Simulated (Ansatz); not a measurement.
Cu₃Sn in space group Pmmn (No. 59; Cu on 2b, Cu on 4e, Sn on 2a), the program Ansatz at the PBEsol level (PAW), all energies at zero smearing, with the estimated change up to a 700 eV cutoff added, with one set of potentials and settings (totals compare only within such a set). Cell of 8 atoms (6 Cu, 2 Sn): -51432.310 eV.

| element | reference phase | E (eV/atom) |
|---|---|---|
| Cu | Fm-3m, 1 atoms in the cell | -6588.7768 |
| Sn | I4_1/amd, 2 atoms in the cell | -5949.7830 |

Formation energy per atom, worked out: (-51432.310 − 6×(-6588.7768) − 2×(-5949.7830))/8 = -0.010 eV/atom (-1 kJ per mol of atoms), at 0 K, without zero-point energy or fitted corrections.

The workflow started from a Materials Project entry (that database holds measured and hypothetical structures alike); the Crystallography Open Database files this formula in space group No. 59, but the cells were not matched. Whether it is the stable phase at ambient conditions was not checked. The cell was relaxed with PBEsol under the symmetry of its start; of distortions, only those at the zone centre were tested. No spin polarisation was allowed. The references are the lowest solids computed at this level, not always the standard phases. Spin–orbit coupling is left out wherever it is not named.

Potentials: the later of the program's two PAW sets.
